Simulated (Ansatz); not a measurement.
Cu$_{2}$O (cuprite type, space group Pn-3m)

```xyz
6
Lattice="4.2991 0.0000 0.0000 0.0000 4.2991 0.0000 0.0000 0.0000 4.2991" Properties=species:S:1:pos:R:3 pbc="T T T"
Cu     3.2243     3.2243     3.2243
Cu     3.2243     1.0748     1.0748
Cu     1.0748     3.2243     1.0748
Cu     1.0748     1.0748     3.2243
O      0.0000     0.0000     0.0000
O      2.1495     2.1495     2.1495
```

The slice is a {110} plane (indices of the conventional cell) through the point (0.750, 0.750, 0.750) (fractional), spanned by u = [100] and v = [011] in vectors of this cell: u (4.30 Å) and v (6.08 Å, at 90° to u). It covers one period; positions are fractions (u, v).

All values below come from PBE (plane waves to 420 eV, PAW, scalar-relativistic; Ansatz, a first-principles code). k mesh 8×8×8. Near the nuclei the fields are pseudised (PAW); where an atom keeps semicore shells as valence, they peak there. Cu2O is run without spin polarisation. Cu2O was relaxed with its symmetry unable to fall. The PAW data are Ansatz's earlier set.

### Question
Around which element is the density of the lowest conduction band (whole band as if filled, smooth part) largest on this plane?

### Answer
O. Mean over a disc round each atom, of radius 0.45 times the shortest bond: O 0.080, Cu 0.018 e/Å³.

### Question
What is the ELF at the midpoint of the shortest Cu–O line in this plane (1.86 Å)?

### Answer
0.24.

### Question
The ELF has a maximum in the middle third of the Cu–O line. Where, and how high?

### Answer
0.82, 1.2 Å from Cu.

### Question
Predict the map of the valence electron density on the slice.

### Answer
```
|@@@@##**==::::..              ....::::==**##@@|
|%%##**++--::....            ....::::::--++**##|
|**++++==--::....          ....::::------==++++|
|====----::......      ....::::----======----==|
|--::::::......      ....::::--====++++====----|
|::::........      ......::--==++++****++====--|
|::......        ......::::--==++********++==--|
|::......        ......::::--++****##****++==--|
|::......        ......::::--==++********++==--|
|::::........      ......::--==++++****++====--|
|--::::::......      ....::::--====++++====----|
|====----::......      ....::::----======----==|
|**++++==--::....          ....::::------==++++|
|%%##**++--::....            ....::::::--++**##|
|@@@@##**==::::..              ....::::==**##@@|
|@@@@%%**==--::..                ..::--==**%%@@|
|@@@@##**==::::....              ..::::==**##@@|
|%%##**++--::::::....            ....::--++**##|
|**++++==------::::....          ....::--==++++|
|====----======----::::....      ......::----==|
|------====++++====--::::....      ......::::::|
|::--====++****++++==--::......      ........::|
|::--==++********++==--::::......        ......|
|::--==++****##****++--::::......        ......|
|::--==++********++==--::::......        ......|
|::--====++****++++==--::......      ........::|
|------====++++====--::::....      ......::::::|
|====----======----::::....      ......::----==|
|**++++==------::::....          ....::--==++++|
|%%##**++--::::::....            ....::--++**##|
|@@@@##**==::::....              ..::::==**##@@|
|@@@@%%**==--::..                ..::--==**%%@@|
```
Scale: ten equal steps from -1.39 (start of ' ') to 1.90 (end of '@'), in the order ' .:-=+*#%@'. Values: log₁₀ of the valence density in e/Å³. The map has 23 points along u (two characters each, u = 0 at the left) and 32 along v (v = 0 in the bottom row). The scale is logarithmic, as a density can span decades between atoms and voids.
